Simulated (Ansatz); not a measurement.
Hf (hcp (Mg type), P6_3/mmc) under volume change, PBEsol in the plane-wave PAW code Ansatz, shape and atoms relaxed at each volume.

```csv
V (Å³/atom),E − E(relaxed) (meV/atom),P (GPa)
19.664,71.1,12.55
20.312,30.1,7.80
20.960,7.2,3.64
21.609,0.0,0.00
22.257,6.6,-3.19
22.905,25.3,-6.00
23.554,54.7,-8.45
```

**Question.** What does a third-order Birch–Murnaghan fit give for V₀, B₀ and B′?

**Answer.** V₀ = 21.61 Å³/atom, B₀ = 114 GPa, B′ = 3.4.

The PBEsol relaxation kept the symmetry of its start. No spin polarisation was allowed. Scalar-relativistic: spin–orbit coupling is off unless named, which matters more the heavier the elements.

Potentials: the later of the program's two PAW sets.
